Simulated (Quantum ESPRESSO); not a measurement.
## Ga7InP8 (finding a planted mistake in a log)

Simulated, not a measurement. The program is pw.x of Quantum ESPRESSO 7.5 (plane-wave density functional theory). The cell is made up: 16 atoms on a doubled zincblende/diamond lattice, with randomly drawn elements, strain and displacements, not relaxed. PseudoDojo standard norm-conserving files (v0.5 for PBE, v0.4.1 for LDA and PBEsol) set the functional; there is no spin polarisation, spin-orbit coupling or dispersion term, and the masses in the input are unused placeholders.

Intended input:

```
&control calculation='scf', pseudo_dir='./dojo.nc.sr.pbe.v0_5.standard.upf', outdir='./o', disk_io='low', tprnfor=.true., tstress=.true. /
&system ibrav=0, nat=16, ntyp=3, nbnd=78, ecutwfc=79.96652505, nosym=.true., tot_charge=0,
 occupations='smearing', smearing='fd', degauss=0.0018374661
/
&electrons conv_thr=7.350e-09, electron_maxstep=60, /
ATOMIC_SPECIES
Ga 1.0 Ga.upf
In 1.0 In.upf
P 1.0 P.upf
CELL_PARAMETERS angstrom
5.4125 0.0089 0.0115
0.0089 5.4396 -0.0259
0.023 -0.0517 11.1773
ATOMIC_POSITIONS angstrom
Ga -0.0146 -0.0109 -0.04
Ga -0.0144 2.7125 2.8761
Ga 2.7063 0.0363 2.8273
Ga 2.7209 2.7084 0.0032
Ga 0.0181 -0.0666 5.5559
In 0.1005 2.6305 8.3114
Ga 2.6899 -0.0593 8.4436
Ga 2.6425 2.7524 5.5763
P 1.3761 1.2924 1.4811
P 1.3766 4.0605 4.1482
P 4.0995 1.3627 4.111
P 4.1263 3.9907 1.3778
P 1.3445 1.3447 7.0044
P 1.3194 3.9938 9.7814
P 4.0793 1.2887 9.7546
P 4.0789 4.0191 7.0008
K_POINTS automatic
4 4 2 1 1 1
```

The log is shortened where brackets say so; the opening notice, blank lines, dates and the lines on written files are dropped, and the path of the files is cut. It prints rydbergs, bohrs and kilobars, and counts compression as positive stress.

Log of the intended run:

```
     Program PWSCF v.7.5
     Parallel version (MPI & OpenMP), running on       4 processor cores
     Number of MPI processes:                 4
     Threads/MPI process:                     1
     [start-up lines left out]
     bravais-lattice index     =            0
     lattice parameter (alat)  =      10.2282  a.u.
     unit-cell volume          =    2220.6788 (a.u.)^3
     number of atoms/cell      =           16
     number of atomic types    =            3
     number of electrons       =       144.00
     number of Kohn-Sham states=           78
     kinetic-energy cutoff     =      79.9665  Ry
     charge density cutoff     =     319.8661  Ry
     scf convergence threshold =      7.3E-09
     mixing beta               =       0.7000
     number of iterations used =            8  plain     mixing
     Exchange-correlation= PBE
                           (   1   4   3   4   0   0   0)
     [axes and pseudopotential details left out]
   Cartesian axes
     site n.     atom                  positions (alat units)
         1        Ga     tau(   1) = (  -0.0026974  -0.0020138  -0.0073903  )
         2        Ga     tau(   2) = (  -0.0026605   0.5011529   0.5313791  )
         3        Ga     tau(   3) = (   0.5000074   0.0067067   0.5223630  )
         4        Ga     tau(   4) = (   0.5027049   0.5003954   0.0005912  )
         5        Ga     tau(   5) = (   0.0033441  -0.0123048   1.0264905  )
         6        In     tau(   6) = (   0.0185681   0.4860029   1.5355880  )
         7        Ga     tau(   7) = (   0.4969774  -0.0109561   1.5600128  )
         8        Ga     tau(   8) = (   0.4882199   0.5085247   1.0302596  )
         9        P      tau(   9) = (   0.2542439   0.2387797   0.2736434  )
        10        P      tau(  10) = (   0.2543363   0.7502051   0.7664083  )
        11        P      tau(  11) = (   0.7574107   0.2517681   0.7595354  )
        12        P      tau(  12) = (   0.7623621   0.7373091   0.2545580  )
        13        P      tau(  13) = (   0.2484056   0.2484425   1.2941108  )
        14        P      tau(  14) = (   0.2437682   0.7378819   1.8071805  )
        15        P      tau(  15) = (   0.7536786   0.2380961   1.8022291  )
        16        P      tau(  16) = (   0.7536047   0.7425562   1.2934457  )
     number of k points=    16  Fermi-Dirac smearing, width (Ry)=  0.0018
                       cart. coord. in units 2pi/alat
        k(    1) = (   0.1245374   0.1247519   0.1213813), wk =   0.1250000
        k(    2) = (   0.1250538   0.1235982  -0.1207462), wk =   0.1250000
     [further k points left out]
     Dense  grid:   214519 G-vectors     FFT dimensions: (  60,  60, 125)
     Estimated max dynamical RAM per process >     544.04 MB
     Estimated total dynamical RAM >       1.97 GB
     Initial potential from superposition of free atoms
     starting charge     143.9763, renormalised to     144.0000
     Starting wfcs are  104 randomized atomic wfcs
     total cpu time spent up to now is        4.5 secs
     per-process dynamical memory:   382.7 Mb
     Self-consistent Calculation
     iteration #  1     ecut=    79.97 Ry     beta= 0.70
     Davidson diagonalization with overlap
     ethr =  1.00E-02,  avg # of iterations =  3.7
     Threshold (ethr) on eigenvalues was too large:
     Diagonalizing with lowered threshold
     Davidson diagonalization with overlap
     ethr =  4.34E-04,  avg # of iterations =  2.1
     total cpu time spent up to now is       19.9 secs
     total energy              =   -1314.49086044 Ry
     estimated scf accuracy    <       0.63848692 Ry
     iteration #  2     ecut=    79.97 Ry     beta= 0.70
     Davidson diagonalization with overlap
     ethr =  4.43E-04,  avg # of iterations =  5.9
     total cpu time spent up to now is       28.7 secs
     total energy              =   -1314.63403019 Ry
     estimated scf accuracy    <       0.16320625 Ry
     [iterations 3 to 10 left out]
     iteration # 11     ecut=    79.97 Ry     beta= 0.70
     Davidson diagonalization with overlap
     ethr =  4.52E-11,  avg # of iterations =  5.0
     total cpu time spent up to now is      109.8 secs
     total energy              =   -1314.67370838 Ry
     estimated scf accuracy    <       0.00000007 Ry
     iteration # 12     ecut=    79.97 Ry     beta= 0.70
     Davidson diagonalization with overlap
     ethr =  4.52E-11,  avg # of iterations =  2.0
     total cpu time spent up to now is      116.7 secs
     End of self-consistent calculation
     [lines on levels left out]
!    total energy              =   -1314.67370839 Ry
     estimated scf accuracy    <          3.1E-09 Ry
     smearing contrib. (-TS)   =      -0.00000000 Ry
     internal energy E=F+TS    =   -1314.67370839 Ry
     The total energy is F=E-TS. E is the sum of the following terms:
     one-electron contribution =    -582.98988189 Ry
     hartree contribution      =     401.79497705 Ry
     xc contribution           =    -366.53487052 Ry
     ewald contribution        =    -766.94393302 Ry
     convergence has been achieved in  12 iterations
     Forces acting on atoms (cartesian axes, Ry/au):
     atom    1 type  1   force =    -0.00256246    0.00243263    0.03277036
     atom    2 type  1   force =     0.02496273    0.00040350   -0.04800006
     atom    3 type  1   force =     0.02520155   -0.03841547   -0.01908130
     atom    4 type  1   force =    -0.00864600   -0.01330468    0.00962837
     atom    5 type  1   force =    -0.01600066    0.01605691    0.01189690
     atom    6 type  2   force =    -0.07877448    0.03662311    0.05476367
     atom    7 type  1   force =     0.00144829   -0.00591210   -0.01371701
     atom    8 type  1   force =     0.03144876   -0.02469382    0.00313994
     atom    9 type  3   force =    -0.02407535    0.02973445   -0.04032010
     atom   10 type  3   force =     0.00205740    0.01153029    0.00654452
     atom   11 type  3   force =    -0.02658315   -0.01338946    0.06711581
     atom   12 type  3   force =    -0.01728899    0.03407169    0.00815057
     atom   13 type  3   force =     0.09832511   -0.11021956   -0.10692767
     atom   14 type  3   force =     0.06608654    0.04332759    0.04430973
     atom   15 type  3   force =    -0.03066302   -0.01811452    0.03793632
     atom   16 type  3   force =    -0.04493628    0.04986943   -0.04821004
     Total force =     0.284693     Total SCF correction =     0.000308
     Computing stress (Cartesian axis) and pressure
          total   stress  (Ry/bohr**3)                   (kbar)     P=       51.49
   0.00040357  -0.00005293  -0.00001538           59.37       -7.79       -2.26
  -0.00005293   0.00039128   0.00009177           -7.79       57.56       13.50
  -0.00001538   0.00009177   0.00025531           -2.26       13.50       37.56
     init_run     :      4.27s CPU      4.42s WALL (       1 calls)
     electrons    :    110.28s CPU    112.25s WALL (       1 calls)
     forces       :      2.10s CPU      2.14s WALL (       1 calls)
     stress       :      6.32s CPU      6.45s WALL (       1 calls)
     [timing details left out]
     PWSCF        :   2m 3.05s CPU   2m 5.43s WALL
     JOB DONE.
```

A second run was made from an input with one planted mistake. Its log:

```
     Program PWSCF v.7.5
     Parallel version (MPI & OpenMP), running on       4 processor cores
     Number of MPI processes:                 4
     Threads/MPI process:                     1
     [start-up lines left out]
     bravais-lattice index     =            0
     lattice parameter (alat)  =      10.2282  a.u.
     unit-cell volume          =    2220.6788 (a.u.)^3
     number of atoms/cell      =           16
     number of atomic types    =            3
     number of electrons       =       144.00
     number of Kohn-Sham states=           78
     kinetic-energy cutoff     =      79.9665  Ry
     charge density cutoff     =     319.8661  Ry
     scf convergence threshold =      2.9E-02
     mixing beta               =       0.7000
     number of iterations used =            8  plain     mixing
     Exchange-correlation= PBE
                           (   1   4   3   4   0   0   0)
     [axes and pseudopotential details left out]
   Cartesian axes
     site n.     atom                  positions (alat units)
         1        Ga     tau(   1) = (  -0.0026974  -0.0020138  -0.0073903  )
         2        Ga     tau(   2) = (  -0.0026605   0.5011529   0.5313791  )
         3        Ga     tau(   3) = (   0.5000074   0.0067067   0.5223630  )
         4        Ga     tau(   4) = (   0.5027049   0.5003954   0.0005912  )
         5        Ga     tau(   5) = (   0.0033441  -0.0123048   1.0264905  )
         6        In     tau(   6) = (   0.0185681   0.4860029   1.5355880  )
         7        Ga     tau(   7) = (   0.4969774  -0.0109561   1.5600128  )
         8        Ga     tau(   8) = (   0.4882199   0.5085247   1.0302596  )
         9        P      tau(   9) = (   0.2542439   0.2387797   0.2736434  )
        10        P      tau(  10) = (   0.2543363   0.7502051   0.7664083  )
        11        P      tau(  11) = (   0.7574107   0.2517681   0.7595354  )
        12        P      tau(  12) = (   0.7623621   0.7373091   0.2545580  )
        13        P      tau(  13) = (   0.2484056   0.2484425   1.2941108  )
        14        P      tau(  14) = (   0.2437682   0.7378819   1.8071805  )
        15        P      tau(  15) = (   0.7536786   0.2380961   1.8022291  )
        16        P      tau(  16) = (   0.7536047   0.7425562   1.2934457  )
     number of k points=    16  Fermi-Dirac smearing, width (Ry)=  0.0018
                       cart. coord. in units 2pi/alat
        k(    1) = (   0.1245374   0.1247519   0.1213813), wk =   0.1250000
        k(    2) = (   0.1250538   0.1235982  -0.1207462), wk =   0.1250000
     [further k points left out]
     Dense  grid:   214519 G-vectors     FFT dimensions: (  60,  60, 125)
     Estimated max dynamical RAM per process >     544.04 MB
     Estimated total dynamical RAM >       1.97 GB
     Initial potential from superposition of free atoms
     starting charge     143.9763, renormalised to     144.0000
     Starting wfcs are  104 randomized atomic wfcs
     total cpu time spent up to now is        4.5 secs
     per-process dynamical memory:   382.7 Mb
     Self-consistent Calculation
     iteration #  1     ecut=    79.97 Ry     beta= 0.70
     Davidson diagonalization with overlap
     ethr =  1.00E-02,  avg # of iterations =  3.7
     Threshold (ethr) on eigenvalues was too large:
     Diagonalizing with lowered threshold
     Davidson diagonalization with overlap
     ethr =  4.34E-04,  avg # of iterations =  2.1
     total cpu time spent up to now is       20.1 secs
     total energy              =   -1314.49086044 Ry
     estimated scf accuracy    <       0.63848692 Ry
     iteration #  2     ecut=    79.97 Ry     beta= 0.70
     Davidson diagonalization with overlap
     ethr =  4.43E-04,  avg # of iterations =  5.9
     total cpu time spent up to now is       29.1 secs
     total energy              =   -1314.63403019 Ry
     estimated scf accuracy    <       0.16320625 Ry
     iteration #  3     ecut=    79.97 Ry     beta= 0.70
     Davidson diagonalization with overlap
     ethr =  1.13E-04,  avg # of iterations = 10.7
     total cpu time spent up to now is       39.3 secs
     total energy              =   -1314.64560005 Ry
     estimated scf accuracy    <       0.10413740 Ry
     iteration #  4     ecut=    79.97 Ry     beta= 0.70
     Davidson diagonalization with overlap
     ethr =  7.23E-05,  avg # of iterations = 10.6
     total cpu time spent up to now is       49.2 secs
     End of self-consistent calculation
     [lines on levels left out]
!    total energy              =   -1314.65290050 Ry
     estimated scf accuracy    <       0.02863377 Ry
     smearing contrib. (-TS)   =      -0.00000000 Ry
     internal energy E=F+TS    =   -1314.65290050 Ry
     The total energy is F=E-TS. E is the sum of the following terms:
     one-electron contribution =    -582.94846010 Ry
     hartree contribution      =     401.77034245 Ry
     xc contribution           =    -366.53084983 Ry
     ewald contribution        =    -766.94393302 Ry
     convergence has been achieved in   4 iterations
     Forces acting on atoms (cartesian axes, Ry/au):
     atom    1 type  1   force =    -0.00314780   -0.00179799    0.04941900
     atom    2 type  1   force =     0.01974327   -0.00564368   -0.09110112
     atom    3 type  1   force =     0.02379677   -0.03019351   -0.06400137
     atom    4 type  1   force =    -0.00399622   -0.01254044    0.02958059
     atom    5 type  1   force =    -0.01539426    0.01560253   -0.01029073
     atom    6 type  2   force =    -0.08081135    0.03476820    0.11822005
     atom    7 type  1   force =     0.00646927   -0.00380686    0.02432885
     atom    8 type  1   force =     0.03173492   -0.02343899   -0.01595742
     atom    9 type  3   force =    -0.02479674    0.03005528   -0.04079415
     atom   10 type  3   force =     0.00188789    0.01105541    0.00655852
     atom   11 type  3   force =    -0.02636459   -0.01313571    0.06633412
     atom   12 type  3   force =    -0.01719416    0.03400678    0.00720129
     atom   13 type  3   force =     0.09726662   -0.10886541   -0.10704672
     atom   14 type  3   force =     0.06616373    0.04365640    0.04149480
     atom   15 type  3   force =    -0.03093012   -0.01866524    0.03464070
     atom   16 type  3   force =    -0.04442724    0.04894324   -0.04858641
     Total force =     0.320460     Total SCF correction =     0.930804
     SCF correction compared to forces is large: reduce conv_thr to get better values
     Computing stress (Cartesian axis) and pressure
          total   stress  (Ry/bohr**3)                   (kbar)     P=       55.27
   0.00043285  -0.00004790  -0.00001246           63.67       -7.05       -1.83
  -0.00004790   0.00042064   0.00008971           -7.05       61.88       13.20
  -0.00001246   0.00008971   0.00027374           -1.83       13.20       40.27
     init_run     :      4.24s CPU      4.42s WALL (       1 calls)
     electrons    :     44.07s CPU     44.75s WALL (       1 calls)
     forces       :      2.17s CPU      2.22s WALL (       1 calls)
     stress       :      6.49s CPU      6.64s WALL (       1 calls)
     [timing details left out]
     PWSCF        :     57.06s CPU     58.19s WALL
     JOB DONE.
```

Question: what was wrong in the second input?

Answer: the self-consistency threshold is too loose. The input lines that differ, file-writing options aside:

```
- &electrons conv_thr=7.350e-09, electron_maxstep=60, /
+ &electrons conv_thr=2.940e-02, electron_maxstep=60, /
```

|  | intended run | run with the mistake |
| --- | --- | --- |
| free energy (eV) | -17887.047 | -17886.764 |
| smearing term -TS (eV) | 0.0000 | 0.0000 |
| pressure (GPa) | 5.15 | 5.53 |
| largest force component (eV/Å) | 2.834 | 3.040 |
| largest change of a force component (eV/Å) |  | 1.632 |
| iterations | 12 | 4 |

For scale, a rerun of the intended cell at a cutoff of 1377 eV and k mesh 6 x 6 x 4 moved values by no more than 0.020 eV in energy, 0.03 GPa in stress and 0.002 eV/Å in force.